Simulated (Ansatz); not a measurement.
TaW, first-principles data

TaW:
```
CELL_PARAMETERS angstrom
      1.52650    -5.10740     0.00000
      1.52650     5.10740     0.00000
      0.00000     0.00000     4.50921
ATOMIC_POSITIONS crystal
  Ta 0.64872 0.35128 0.25000
  W  0.91408 0.08592 0.25000
  Ta 0.35128 0.64872 0.75000
  W  0.08592 0.91408 0.75000
```

Space group Cmcm (No. 63); conventional cell a = 3.0530 Å, b = 10.2148 Å, c = 4.5092 Å, α = β = γ = 90.00°.

Method: the program Ansatz at the r²SCAN level (PAW). Structure relaxed to zero pressure with the same functional. Other levels are named where they apply.

**Cell and energy**

```json
{
 "volume_per_atom": "17.58 Å³",
 "density": "17.23 g/cm³",
 "Formation energy from the elements (no fitted shifts)": "0.56 eV/atom"
}
```

**Electronic structure**

```json
{
  "electronic_character": "metallic (no gap)",
  "Density of states at the Fermi level": "0.86 states/eV per atom (mean over ±0.08 eV)"
}
```

The start of the workflow was typed in or built on a structure type; neither database checked (COD, Materials Project) lists it. Its standing as an ambient phase is unchecked. Symmetry was held in the r²SCAN relaxation; whether a distortion lowers the energy is not shown. No spin polarisation was allowed. Its formation energy is positive at this level, so the cell may be metastable or incomplete. Axis ratios of metals converge slowly with the k-mesh, so a and c are less sure than the volume. The references are the lowest solids computed at this level, not always the standard phases. Spin–orbit coupling is left out wherever it is not named.

Potentials: the earlier of the program's two PAW sets.
